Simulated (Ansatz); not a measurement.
# TiTl2I6O18: what a change does to the field gradients

Base: a measured structure from the Crystallography Open Database (COD), ions relaxed with PBE at fixed cell.

```
CELL_PARAMETERS angstrom
5.70835 3.29572 3.79843
-5.70835 3.29572 3.79843
0.00000 -6.59143 3.79843
ATOMIC_POSITIONS crystal
Ti 0.50000 0.50000 0.50000
Tl 0.83104 0.83104 0.83104
Tl 0.16896 0.16896 0.16896
I 0.70492 0.12398 0.33982
I 0.33982 0.70492 0.12398
I 0.12398 0.33982 0.70492
I 0.29508 0.87602 0.66018
I 0.66018 0.29508 0.87602
I 0.87602 0.66018 0.29508
O 0.54825 0.29821 0.33577
O 0.33577 0.54825 0.29821
O 0.29821 0.33577 0.54825
O 0.45175 0.70179 0.66423
O 0.66423 0.45175 0.70179
O 0.70179 0.66423 0.45175
O 0.90772 0.29162 0.39289
O 0.39289 0.90772 0.29162
O 0.29162 0.39289 0.90772
O 0.09228 0.70838 0.60711
O 0.60711 0.09228 0.70838
O 0.70838 0.60711 0.09228
O 0.68598 0.07984 0.09621
O 0.09621 0.68598 0.07984
O 0.07984 0.09621 0.68598
O 0.31402 0.92016 0.90379
O 0.90379 0.31402 0.92016
O 0.92016 0.90379 0.31402
```

Sites (sets of like atoms) are named by element and the number of their first atom in this list.

Level of theory: DFT, PBE, plane waves and PAW, scalar-relativistic, 420 eV cutoff, Γ-centred 3×3×3 k-points, Fermi–Dirac smearing 0.02 eV (Ansatz 0.2.0).

Gradients in 10²¹ V/m², for some of the sites:

```json
{"site": "Ti", "atoms": "1", "V_zz base": "-0.81", "η base": "0.00", "V_zz variant": "1.20", "η variant": "0.68"}
{"site": "Tl2", "atoms": "2", "V_zz base": "3.14", "η base": "0.00", "V_zz variant": "3.22", "η variant": "0.08"}
{"site": "Tl3", "atoms": "3", "V_zz base": "3.14", "η base": "0.00", "V_zz variant": "3.23", "η variant": "0.14"}
{"site": "I4", "atoms": "4", "V_zz base": "-51.1", "η base": "0.32", "V_zz variant": "-49.7", "η variant": "0.28"}
{"site": "I6", "atoms": "6", "V_zz base": "-51.1", "η base": "0.32", "V_zz variant": "-51.3", "η variant": "0.35"}
{"site": "I7", "atoms": "7", "V_zz base": "-51.1", "η base": "0.32", "V_zz variant": "-51.2", "η variant": "0.33"}
{"site": "I8", "atoms": "8", "V_zz base": "-51.1", "η base": "0.32", "V_zz variant": "-51.1", "η variant": "0.33"}
{"site": "I9", "atoms": "9", "V_zz base": "-51.1", "η base": "0.32", "V_zz variant": "-51.1", "η variant": "0.32"}
{"site": "O10", "atoms": "10", "V_zz base": "12.41", "η base": "0.10", "V_zz variant": "12.70", "η variant": "0.12"}
{"site": "O14", "atoms": "14", "V_zz base": "12.41", "η base": "0.10", "V_zz variant": "12.21", "η variant": "0.09"}
{"site": "O15", "atoms": "15", "V_zz base": "12.41", "η base": "0.10", "V_zz variant": "12.51", "η variant": "0.08"}
{"site": "O16", "atoms": "16", "V_zz base": "13.58", "η base": "0.13", "V_zz variant": "13.61", "η variant": "0.15"}
{"site": "O22", "atoms": "22", "V_zz base": "15.38", "η base": "0.19", "V_zz variant": "15.58", "η variant": "0.16"}
{"site": "O27", "atoms": "27", "V_zz base": "15.38", "η base": "0.19", "V_zz variant": "15.33", "η variant": "0.21"}
```

Question: Which change was made?
A. x stretched by 4 %, ions at fixed fractional positions
B. volume scaled by 1.06, ions at fixed fractional positions
C. volume scaled by 0.99, ions at fixed fractional positions
D. atom 10 (O) moved by 0.15 Å along (0.000, 0.150, 0.000) Å

Answer: D. It leaves 27 symmetry-distinct sites where the base has 6, which no other option does. The largest change of V_zz along a kept axis is on I4, from -51.1 to -49.7. In per cent, |V_zz| changes by +2 to +3 on Tl, -3 to 0 on I, -2 to +2 on O (all sites that start above 0.5, bar those whose gradient vanishes or changes sign or whose main axis turns by over 40°). On Ti the largest principal value lies along another axis in the second run, so the two V_zz can't be compared directly. The table leaves out 13 of the 27 sites, with |V_zz| up to 51.11; their tensors move by 0.18 at most along any direction. The statements above cover all sites.

Spin–orbit coupling is left out, which shifts gradients on Tl by a few per cent, and by more where contributions nearly cancel.
For the variant: The atoms aren't relaxed after the move (largest force 0.7 eV/Å).
